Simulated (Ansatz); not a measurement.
SiC:
```yaml
crystal:
  lattice:
    - [3.07761, 0.00000, 0.00000]
    - [-1.53880, 2.66529, 0.00000]
    - [0.00000, 0.00000, 10.07629]
  atoms:
    - { symbol: Si, position: [0.00000, 0.00000, 0.00030] }
    - { symbol: Si, position: [0.00000, 0.00000, 0.50030] }
    - { symbol: Si, position: [0.66667, 0.33333, 0.75025] }
    - { symbol: Si, position: [0.33333, 0.66667, 0.25025] }
    - { symbol: C, position: [0.00000, 0.00000, 0.81287] }
    - { symbol: C, position: [0.00000, 0.00000, 0.31287] }
    - { symbol: C, position: [0.66667, 0.33333, 0.56221] }
    - { symbol: C, position: [0.33333, 0.66667, 0.06221] }
```

Tensor components refer to the Cartesian frame of this cell.

Question: Give the high-frequency dielectric tensor and the Born effective charge tensors of the independent atoms from DFPT, r²SCAN in the plane-wave PAW code Ansatz.

Answer: 
ε∞:
```
6.53  0.00  0.00
0.00  6.53  0.00
0.00  0.00  6.79
```
Z* of atom 1 (Si), rows: field, columns: displacement, in e:
```
2.70  0.00  0.00
0.00  2.70  0.00
0.00  0.00  2.93
```
Z* of atom 3 (Si), rows: field, columns: displacement, in e:
```
2.70  0.00  0.00
0.00  2.70  0.00
0.00  0.00  2.65
```
Z* of atom 5 (C), rows: field, columns: displacement, in e:
```
-2.68   0.00   0.00
 0.00  -2.68   0.00
 0.00   0.00  -2.83
```
Z* of atom 7 (C), rows: field, columns: displacement, in e:
```
-2.72   0.00   0.00
 0.00  -2.72   0.00
 0.00   0.00  -2.76
```

Static charges for comparison (Bader): Si1 +2.88, Si3 +2.87, C5 -2.88, C7 -2.88 e. Born charges measure polarisation by displacement and can exceed these by far.

Space group P6_3mc (4H polytype). The r²SCAN relaxation kept the symmetry of its start; phonons on a q-mesh show no instability.

Potentials: the later of the program's two PAW sets.
